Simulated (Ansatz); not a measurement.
# Two states of Li₃GdTi₂

```yaml
crystal:
  lattice:
    - [4.20146, 0.00000, 0.00000]
    - [-2.10073, 3.63857, 0.00000]
    - [0.00000, 0.00000, 6.74155]
  atoms:
    - { symbol: Li, position: [0.33330, 0.66670, 0.64600] }
    - { symbol: Li, position: [0.66670, 0.33330, 0.35400] }
    - { symbol: Li, position: [0.00000, 0.00000, 0.50000] }
    - { symbol: Gd, position: [0.00000, 0.00000, 0.00000] }
    - { symbol: Ti, position: [0.33330, 0.66670, 0.25575] }
    - { symbol: Ti, position: [0.66670, 0.33330, 0.74425] }
```

Single point in Ansatz 0.2.0 with PBE, with U_eff = 3.18 eV on Gd f (all-electron-ortho-atomic projectors). Cutoff 420 eV, PAW datasets, 6×6×4 Γ-centred k mesh, fermi-dirac filling (width 0.1 eV).

State A: Gd4 up, Ti5 up, Ti6 up (collinear spin). State B: Gd4 up, Ti5 down, Ti6 up (collinear spin).

Which state is lower, and how do they differ?

State A is lower by 6.3 meV an atom at zero smearing. So small a gap isn't resolved on this mesh where a state is a metal.

```
state  free energy (meV/atom)  largest moment in a small sphere (μB)  net moment (μB/cell)  gap on mesh (eV)  pressure (GPa)  largest force (eV/Å)
    A                     0.0                                   7.39                 10.08             metal             8.1                  0.37
    B                     6.6                                   7.26                  8.00             metal             7.9                  0.52
```

Origin: a known structure type with other elements, at an estimated volume, so it need not be a known compound.
